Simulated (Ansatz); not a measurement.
MoPt:
```yaml
crystal:
  lattice:
    - [3.15788, 0.00000, 0.00000]
    - [0.00000, 3.15788, 0.00000]
    - [0.00000, 0.00000, 3.15788]
  atoms:
    - { symbol: Pt, position: [0.00000, 0.00000, 0.00000] }
    - { symbol: Mo, position: [0.50000, 0.50000, 0.50000] }
```

Relaxed with r²SCAN. Special points in fractions of this cell's reciprocal vectors: Γ (0.000, 0.000, 0.000); X (0.000, 0.500, 0.000); M (0.500, 0.500, 0.000); R (0.500, 0.500, 0.500).

Question: List the band energies nearest the Fermi level at these points for the program Ansatz at the r²SCAN level (PAW).

Answer: In eV from the Fermi level; about four levels below and three above (degenerate sets whole), none deeper than 8.9 eV; … stands for higher levels left out; points with the same levels are listed once.

```
k                          below                     above
-  -----------------------------  ------------------------
Γ  -6.63 -6.63 -3.54 -3.54 -3.54  0.07 0.07 2.46 2.46 2.46
X        -2.60 -0.88 -0.88 -0.65               0.92 3.30 …
M        -5.09 -5.09 -1.55 -1.26            0.47 0.47 0.58
R  -3.44 -3.44 -3.44 -1.47 -1.47            2.45 2.45 3.96
```

Space group Pm-3m (CsCl type). The start of the workflow was typed in or built on a structure type; neither database checked (COD, Materials Project) lists it. Whether it is the stable phase at ambient conditions was not checked. Symmetry was held in the r²SCAN relaxation. At this level the phase is mechanically unstable. No spin polarisation was allowed. Its formation energy is positive at this level, so the cell may be metastable or incomplete. Spin–orbit coupling is left out wherever it is not named.

Potentials: the later of the program's two PAW sets.
